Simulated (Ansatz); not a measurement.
Input:

AlAg:
```cif
data_AgAl
_chemical_formula_sum 'Ag1 Al1'
_space_group_name_H-M_alt 'P 1'
_space_group_IT_number 1
_cell_length_a 3.79383
_cell_length_b 3.79383
_cell_length_c 3.79383
_cell_angle_alpha 60.000
_cell_angle_beta 60.000
_cell_angle_gamma 60.000
loop_
_space_group_symop_operation_xyz
  'x, y, z'
loop_
_atom_site_label
_atom_site_type_symbol
_atom_site_fract_x
_atom_site_fract_y
_atom_site_fract_z
_atom_site_occupancy
Ag1 Ag 0.00000 0.00000 0.00000 1
Al1 Al 0.50000 0.50000 0.50000 1
```

This is the r²SCAN-relaxed structure.

Problem. All from the program Ansatz at the r²SCAN level (PAW), unless another level is named. Estimate the formation energy from the elements (no fitted shifts).

Solution. 351 meV/atom.

Problem. And the density of states at the Fermi level?

Solution. 0.38 states/eV per atom (mean over ±0.08 eV).

Space group Fm-3m (rock salt). The start of the workflow was typed in or built on a structure type; neither database checked (COD, Materials Project) lists it. Its standing as an ambient phase is unchecked. Symmetry was held in the r²SCAN relaxation. At this level the phase is mechanically unstable. No spin polarisation was allowed. The volume moved by 21 % from the start of the relaxation. Its formation energy is positive at this level, so the cell may be metastable or incomplete. The references are the lowest solids computed at this level, not always the standard phases. Spin–orbit coupling is left out wherever it is not named.

Potentials: the later of the program's two PAW sets.
